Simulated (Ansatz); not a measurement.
**BaTiO3 with an O vacancy, one structure, two calculations**

Cell: a supercell of BaTiO3 (cubic perovskite type, Pm-3m) built from a refined structure from the COD, with the ions relaxed around the defect (PBE).

```yaml
crystal:
  lattice:
    - [-4.00600, 4.00600, 4.00600]
    - [4.00600, -4.00600, 4.00600]
    - [4.00600, 4.00600, -4.00600]
  atoms:
    - { symbol: Ba, position: [0.50131, 0.50022, 0.50090] }
    - { symbol: Ba, position: [0.00068, 0.99959, 0.50090] }
    - { symbol: Ba, position: [0.00061, 0.50170, 0.00146] }
    - { symbol: Ba, position: [0.49976, 0.00085, 0.00146] }
    - { symbol: Ti, position: [0.00262, 0.98291, 0.98553] }
    - { symbol: Ti, position: [0.49645, 0.50065, 0.99710] }
    - { symbol: Ti, position: [0.50502, 0.00061, 0.50564] }
    - { symbol: Ti, position: [0.99855, 0.51825, 0.51680] }
    - { symbol: O, position: [0.50054, 0.75050, 0.25104] }
    - { symbol: O, position: [0.50072, 0.25048, 0.75120] }
    - { symbol: O, position: [0.00053, 0.75055, 0.75108] }
    - { symbol: O, position: [0.24267, 0.00995, 0.25261] }
    - { symbol: O, position: [0.75822, 0.49131, 0.24953] }
    - { symbol: O, position: [0.75421, 0.00845, 0.76266] }
    - { symbol: O, position: [0.24678, 0.49261, 0.73939] }
    - { symbol: O, position: [0.24397, 0.25339, 0.00877] }
    - { symbol: O, position: [0.75537, 0.76480, 0.00877] }
    - { symbol: O, position: [0.75697, 0.24756, 0.49317] }
    - { symbol: O, position: [0.24561, 0.73620, 0.49317] }
```

Atom numbers follow the list; atoms alike are taken as one site, whose name carries the number of the first.

First run. The numbers come from a DFT calculation in Ansatz (PBE, plane waves and PAW, scalar-relativistic, collinear spin, 420 eV cutoff, Γ-centred 3×3×3 k-points, Fermi–Dirac smearing 0.01 eV, cell charge +1). Start moments as typed (μB): 0 0 0 0 0.5 0 0 0.5 0 0 0 0 0 0 0 0 0 0 0 by atom.

| site | atom | V_zz (10²¹ V/m²) | η | m (μB) |
| --- | --- | --- | --- | --- |
| Ba1 | 1 | 9.80 | 0.12 | 0.00 |
| Ba3 | 3 | 9.83 | 0.11 | 0.00 |
| Ti5 | 5 | 8.54 | 0.01 | 0.05 |
| Ti7 | 7 | -2.04 | 0.02 | 0.00 |
| Ti8 | 8 | 8.52 | 0.01 | 0.05 |
| O9 | 9 | 1.72 | 0.66 | 0.00 |
| O10 | 10 | 1.71 | 0.70 | 0.00 |
| O11 | 11 | 3.51 | 0.00 | 0.00 |
| O12 | 12 | -2.61 | 0.99 | 0.00 |
| O13 | 13 | -2.60 | 1.00 | 0.00 |
| O14 | 14 | 2.54 | 0.91 | 0.00 |
| O15 | 15 | 2.55 | 0.92 | 0.00 |
| O16 | 16 | 2.62 | 0.97 | 0.00 |
| O18 | 18 | 2.63 | 0.96 | 0.00 |

Second run. The same atoms and settings, except that the functional is r2SCAN and the cutoff is 500 eV.

(1) What does the second run give?

Results:

(1) 

```
site  atom   V_zz     η  change of V_zz  m (μB)
 Ba1     1  10.13  0.12           +0.33    0.00
 Ba3     3  10.17  0.11           +0.34    0.00
 Ti5     5   8.53  0.00           -0.01    0.06
 Ti7     7  -2.06  0.01           -0.02    0.00
 Ti8     8   8.50  0.00           -0.02    0.06
  O9     9   2.10  0.62           +0.38    0.00
 O10    10   2.09  0.65           +0.38    0.00
 O11    11   3.85  0.00           +0.34    0.00
 O12    12   2.87  0.98               –    0.00
 O13    13   2.87  0.97               –    0.00
 O14    14   2.83  0.87           +0.29    0.00
 O15    15   2.84  0.88           +0.29    0.00
 O16    16   2.90  0.93           +0.28    0.00
 O18    18   2.91  0.92           +0.28    0.00
```

The largest change of V_zz along a kept axis is on O10, from 1.71 to 2.09. In per cent, |V_zz| changes by +3 on Ba, 0 to +1 on Ti, +10 to +11 on O (all sites that start above 2, bar those whose gradient vanishes or changes sign or whose main axis turns by over 40°). On O12, O13 the largest principal value lies along another axis in the second run, so the two V_zz can't be compared directly. The table leaves out 1 of the 15 sites, with |V_zz| up to 2.05; their tensors move by 0.03 at most along any direction. The statements above cover all sites.

The defect repeats with the cell of 19 atoms, so it feels its images: sites between two images don't show the values beside a lone defect, and zeros or small values of η there can come from the images' arrangement. O carries a gradient in the pure host already, so the values there aren't the defect's effect alone. This high-symmetry form of BaTiO3 is unstable when cold, to polar off-centring of Ti. The symmetry of the cell holds that distortion back, wholly or in part, and it would change the field gradients, the more the larger the distortion. A uniform background compensates the cell's charge. The defect cell has no gap above 0.1 eV on its mesh, so the values can hang on the smearing and the k-mesh. Without spin–orbit coupling (the program notes it for Ba) the gradients can shift somewhat, as the gap is small.
For the first run: The centre was started off its lattice site, so that it could distort. The cell keeps the host's lattice, where the PBE pressure is 7 GPa (in a charged cell this depends on the convention for the mean potential).
For the second run: The program didn't check the stability of this electronic state in full, so a lower one may lie near.
